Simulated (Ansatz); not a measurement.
NaH:
```
NaH
1.0
    0.00000     2.34487     2.34487
    2.34487     0.00000     2.34487
    2.34487     2.34487     0.00000
Na H
1 1
Direct
  0.00000   0.00000   0.00000
  0.50000   0.50000   0.50000
```

Relaxed with LDA. Special points in fractions of this cell's reciprocal vectors: Γ (0.000, 0.000, 0.000); X (0.500, 0.000, 0.500); U (0.625, 0.250, 0.625); K (0.375, 0.375, 0.750); L (0.500, 0.500, 0.500); W (0.500, 0.250, 0.750).

**Question.** List the band energies nearest the valence-band maximum at these points for the program Ansatz at the LDA level (PAW).

**Answer.** In eV from the valence-band maximum; about four levels below and three above (degenerate sets whole), none deeper than 8.9 eV; … stands for higher levels left out; points with the same levels are listed once.

```tsv
k	below	above
Γ	-4.04	11.21 …
X	-0.21	4.47 9.99 …
U	-0.13	5.19 6.29 11.49
L	-0.96	3.55 11.21 …
W	0.00	5.92 5.92 8.53
```

Space group Fm-3m (rock salt). The cell was relaxed with LDA under the symmetry of its start; phonons on a q-mesh show no instability.

Potentials: the later of the program's two PAW sets.
